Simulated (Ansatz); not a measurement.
## Ir3Ru2: rattling a relaxed structure

It was reached by relaxing an invented guess, and it needn't be the stable form of this composition.

The calculation used Ansatz 0.2.0, DFT PBE, scalar-relativistic, plane waves, PAW. Settings: cutoff 420 eV, Γ-centred mesh 18×18×2 on the computed 10-atom cell, Gaussian smearing of 0.10 eV; no spin polarisation.

The cell below (10 atoms, space group P-6m2 (No. 187)) is relaxed within its symmetry.

```yaml
crystal:
  lattice:
    - [2.73984, 0.00000, 0.00000]
    - [-1.36992, 2.37277, 0.00000]
    - [0.00000, 0.00000, 21.87562]
  atoms:
    - { symbol: Ru, position: [0.66667, 0.33333, 0.09979] }
    - { symbol: Ru, position: [0.66667, 0.33333, 0.29868] }
    - { symbol: Ru, position: [0.66667, 0.33333, 0.70132] }
    - { symbol: Ru, position: [0.66667, 0.33333, 0.90021] }
    - { symbol: Ir, position: [0.33333, 0.66667, 0.00000] }
    - { symbol: Ir, position: [0.33333, 0.66667, 0.19919] }
    - { symbol: Ir, position: [0.33333, 0.66667, 0.39716] }
    - { symbol: Ir, position: [0.33333, 0.66667, 0.60284] }
    - { symbol: Ir, position: [0.33333, 0.66667, 0.80081] }
    - { symbol: Ir, position: [0.66667, 0.33333, 0.50000] }
```

For the test it was strained at random (σ = 1.5 % a component), the atoms were moved at random (σ = 0.05 Å), and all was relaxed again on a coarse 12×12×1 mesh (in the run’s order of axes) with 0.20 eV smearing, with no symmetry imposed.

Spin–orbit coupling, which can matter for Ir, is left out.

Problem. Does it come back?

Solution. It returns, within 1 meV/atom of the unmoved cell on that mesh and with the same symmetry when read at 0.1 Å. No instability shows in this cell; modes of other wave vectors, which need another repeat, aren't tested.
